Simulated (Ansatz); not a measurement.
Run record: phonons of CdPt (P4/mmm)

Computed with PBEsol, PAW on Ansatz 0.2.0's default frozen-core files (fitted under PBE), scalar-relativistic; not a measurement.

The cell is the relaxed one with its volume scaled by 1.02.

The structure is one entry of a database and needn't be the stable phase.

Command:

```sh
ansatz run input.yaml --threads 1 --pin off --max-ram 3072MiB --backend cpu --events-out ev --progress --plain --runs-dir out
```

Input:

```yaml
crystal:
  lattice:
    - [2.96590948052, 0.0, 0.0]
    - [0.0, 2.96590948052, 0.0]
    - [0.0, 0.0, 3.85645104036]
  atoms:
    - { symbol: Cd, position: [0.0, 0.0, 0.0] }
    - { symbol: Pt, position: [0.5, 0.5, 0.5] }
kpoints:
  mp_grid: { grid: [14, 14, 10] }
scf:
  occupations: { method: fermi_dirac, width: 0.05 }
hamiltonian:
  xc: pbesol
  pseudopotentials: { kind: paw }
phonons:
  qmesh: [2, 2, 2]
  qpath:
    path:
      - [0.0, 0.0, 0.0]
      - [0.0, 0.5, 0.0]
      - [0.5, 0.5, 0.0]
      - [0.0, 0.0, 0.0]
      - [0.0, 0.0, 0.5]
      - [0.0, 0.5, 0.5]
      - [0.5, 0.5, 0.5]
      - [0.0, 0.0, 0.5]
      - [0.0, 0.5, 0.0]
    npoints: 6
  temperatures: { t_min: 0, t_max: 1000, t_step: 100 }
```

Output:

```
Warning: RAYON_NUM_THREADS=1 ignored (pool sized by the plan → 1); use --threads N
Engine: ansatz 0.2.0, aarch64-unknown-linux-gnu
Pseudopotentials: kind: paw
Pseudopotential: Cd, paw, valence charge 20, recommended cutoff 420 eV (normal), Cd.paw.azcp
Pseudopotential: Pt, paw, valence charge 18, recommended cutoff 420 eV (normal), Pt.paw.azcp
Functional definition: PBEsol
  exchange = pbesol_x
  correlation = pbesol_c
Crystal: 8 atoms, lattice volume = 135.695 Å³
Basis set: ecut = 420 eV, 2599 PW (Γ), exchange–correlation on 40×80×108 points (8 copies of the dense FFT grid, shifted against one another)
Bands: 88, of which v1, the nominal top of the filled ones, is band 76 counted from 1 (75 counted from 0)
Symmetry: 32 space group operations
k-points: 96 of 490
Non-local potential: Cd, projectors of the file, l = 0: 3, l = 1: 2, l = 2: 2, l = 3: 1
Non-local potential: Pt, projectors of the file, l = 0: 3, l = 1: 2, l = 2: 2, l = 3: 1
PAW form: soft (Blöchl's): semilocal exchange-correlation on the pseudo side does not see the compensation charge
PAW frozen core: Cd, regenerated for the run's functional, and the local potential with it (the file was generated under x = pbe(κ = 0.804, μ = 0.2195149727645171), c = pbe(β = 0.06672455060314922))
PAW frozen core: Pt, regenerated for the run's functional, and the local potential with it (the file was generated under x = pbe(κ = 0.804, μ = 0.2195149727645171), c = pbe(β = 0.06672455060314922))
PAW one-centre angular grid: Cd, 590 points (default); XC on 64 Gauss nodes
PAW one-centre angular grid: Pt, 590 points (default); XC on 64 Gauss nodes
Initial density: handed on by an earlier stage of this run
Initial wavefunctions: those handed on with the density
Functional: x = pbesol(κ = 0.804, μ = 0.12345679012345678), c = pbesol(β = 0.046)
SCF iter   1: F=—  HF=-82274.162115 eV  |F-HF|=—  |Δ(HF+E_count)|=         —  Δρ=6.19e-8  dr2=2.90e-12  ethr=1.00e-12  ⟨swp⟩=3.0  Hψ=21967  notcnv=0
[... 110 lines left out ...]
  E_smearing   = -0.017486  (= −TS)
  E_closure    = 0.000000  (closes the sum)
  Σ components = -82274.162115   (vs F -82274.162115, Δ=0.00e0)
--- Forces (eV/Å), atoms counted from 1 ---
  atom   1  Cd     0.00000000     0.00000000    -0.00000000
  atom   2  Pt     0.00000000     0.00000000     0.00000000
  atom   3  Cd    -0.00000000    -0.00000000     0.00000000
  atom   4  Pt    -0.00000000     0.00000000     0.00000000
  atom   5  Cd     0.00000000     0.00000000    -0.00000000
  atom   6  Pt     0.00000000     0.00000000     0.00000000
  atom   7  Cd     0.00000000     0.00000000    -0.00000000
  atom   8  Pt     0.00000000    -0.00000000     0.00000000
  max |Σ_I F_I| component: 7.89e-29 eV/Å
--- Phonons: 6 displaced members + 2 references (amplitude of the first 0.0025 Å, Σ member SCF iterations 47) ---
  ASR residual: 6.395e-4 → 0.000e0 eV/Å²; symmetrization residual: 4.903e-5 eV/Å²
  largest component of a force at the reference: 4.4e-29 eV/Å
  ASR residual per site (eV/Å²): 6.40e-4 4.78e-4
  Γ frequencies (cm⁻¹): 0.00 0.00 0.00 122.03 122.03 165.95
--- Phonons (by wavevector): 6 wavevectors in 2 supercells ---
  supercell 1 (4 cells, vectors [1, 0, 0], [0, 2, 0], [0, 0, 2] in multiples of the cell's): 4 displaced members by 0.0025 Å; free energy -82274.162115 eV; taken off its force constants: by the sum rule 3.2e-4, by the ...
  symmetry images taken by strict's conditions (phonons.symmetry_images: auto; settled by no image being taken that strict refuses)
  supercell 2 (4 cells, vectors [1, -1, 0], [0, 2, 0], [0, 0, 2] in multiples of the cell's): 2 displaced members by 0.0025 Å; free energy -82274.162115 eV; taken off its force constants: by the sum rule 6.4e-4, by the ...
  symmetry images taken by strict's conditions (phonons.symmetry_images: auto; settled by no image being taken that strict refuses)
  q = [0.0000, 0.0000, 0.0000] (star 1, supercell 1; hermiticity 8.39e-53, symmetrization 1.42e-5): -0.00 0.00 0.00 122.03 122.03 165.95
  q = [0.0000, 0.0000, -0.5000] (star 1, supercell 1; hermiticity 1.11e-16, symmetrization 1.45e-5): 68.91 68.91 99.77 99.77 108.82 159.00
  q = [0.0000, -0.5000, 0.0000] (star 2, supercell 1; hermiticity 1.31e-16, symmetrization 4.72e-37): 80.90 92.11 93.58 112.82 129.34 173.60
  q = [0.0000, -0.5000, -0.5000] (star 2, supercell 1; hermiticity 2.25e-16, symmetrization 4.25e-37): 34.78 72.10 84.60 90.25 169.09 181.81
  q = [-0.5000, -0.5000, 0.0000] (star 1, supercell 2; hermiticity 1.17e-16, symmetrization 4.68e-16): 81.78 81.78 103.16 116.84 174.67 174.67
  q = [-0.5000, -0.5000, -0.5000] (star 1, supercell 2; hermiticity 1.04e-16, symmetrization 3.92e-16): 96.57 109.24 109.24 130.34 158.65 158.65
  joined force constants: q→R imaginary residual 3.02e-17
  density of states and harmonic sums: on the 22×22×16 q-mesh, interpolated from the force constants of a 2×2×2 supercell (no non-analytic term)
  largest difference from the sums on the solved wave vectors: F 8.39e-2 eV, S 1.16e-4 and C_V 3.23e-5 eV/K
```

Self-consistency was reached.

**Phonons on the q mesh**

Harmonic phonons of a crystal by Kohn-Sham DFT at the given cell, standard atomic masses, acoustic sum rule imposed; negative wavenumbers are unstable modes; one row a degenerate set, branches counted upwards.

```
Unstable phonons : no
```

| point | q a (r.l.u.) | q b (r.l.u.) | q c (r.l.u.) | branch | phonon wavenumber (cm⁻¹) | degeneracy |
| --- | --- | --- | --- | --- | --- | --- |
| Gamma | 0 | 0 | 0 | 4 | 122 | 2 |
| Gamma | 0 | 0 | 0 | 6 | 166 | 1 |
| X | 0.5 | 0 | 0 | 1 | 80.9 | 1 |
| X | 0.5 | 0 | 0 | 2 | 92.1 | 1 |
| X | 0.5 | 0 | 0 | 3 | 93.6 | 1 |
| X | 0.5 | 0 | 0 | 4 | 112.8 | 1 |
| X | 0.5 | 0 | 0 | 5 | 129.3 | 1 |
| X | 0.5 | 0 | 0 | 6 | 173.6 | 1 |
| M | 0.5 | 0.5 | 0 | 1 | 81.8 | 2 |
| M | 0.5 | 0.5 | 0 | 3 | 103.2 | 1 |
| M | 0.5 | 0.5 | 0 | 4 | 116.8 | 1 |
| M | 0.5 | 0.5 | 0 | 5 | 174.7 | 2 |
| Z | 0 | 0 | 0.5 | 1 | 68.9 | 2 |
| Z | 0 | 0 | 0.5 | 3 | 99.8 | 2 |
| Z | 0 | 0 | 0.5 | 5 | 108.8 | 1 |
| Z | 0 | 0 | 0.5 | 6 | 159 | 1 |
| R | 0.5 | 0 | 0.5 | 1 | 34.8 | 1 |
| R | 0.5 | 0 | 0.5 | 2 | 72.1 | 1 |
| R | 0.5 | 0 | 0.5 | 3 | 84.6 | 1 |
| R | 0.5 | 0 | 0.5 | 4 | 90.2 | 1 |
| R | 0.5 | 0 | 0.5 | 5 | 169.1 | 1 |
| R | 0.5 | 0 | 0.5 | 6 | 181.8 | 1 |
| A | 0.5 | 0.5 | 0.5 | 1 | 96.6 | 1 |
| A | 0.5 | 0.5 | 0.5 | 2 | 109.2 | 2 |
| A | 0.5 | 0.5 | 0.5 | 4 | 130.3 | 1 |
| A | 0.5 | 0.5 | 0.5 | 5 | 158.6 | 2 |

### Zone-centre phonons

Optical zone-centre levels upwards with Mulliken labels, activity, and the element with most of the kinetic energy.

| Property | Result |
| --- | --- |
| Point group | 4/mmm |

| number | phonon wavenumber (cm⁻¹) | label | infrared | raman | lead element |
| --- | --- | --- | --- | --- | --- |
| 1 | 122 | Eu | yes | no | Cd |
| 2 | 166 | A2u | yes | no | Cd |

Harmonic thermodynamics:

Sums over wave vectors interpolated from the q mesh.

```
Zero point energy : 20.47 meV/atom
```

| temperature (K) | phonon heat capacity (k_B/atom) | phonon entropy (k_B/atom) | phonon free energy (meV/atom) |
| --- | --- | --- | --- |
| 100 | 2.412 | 2.166 | 12.92 |
| 200 | 2.831 | 4.009 | -14.4 |
| 300 | 2.923 | 5.178 | -54.3 |
| 400 | 2.956 | 6.024 | -102.7 |
| 500 | 2.972 | 6.686 | -157.6 |
| 600 | 2.98 | 7.228 | -217.6 |
| 700 | 2.985 | 7.688 | -281.9 |
| 800 | 2.989 | 8.087 | -349.9 |
| 900 | 2.991 | 8.439 | -421.2 |
| 1000 | 2.993 | 8.755 | -495.3 |

Keep in mind: frozen-core PAW files fitted under PBE, their cores solved anew for the functional of the run; responses of metals move with mesh and smearing; no spin-orbit coupling on heavy atoms; cell scaled away from its relaxed volume; activity by symmetry alone, a metal screens infrared modes; coarse q mesh.

Cost: 16 min on 1 thread of Arm Neoverse V2, with other jobs on the host, peak memory 1.6 GiB.
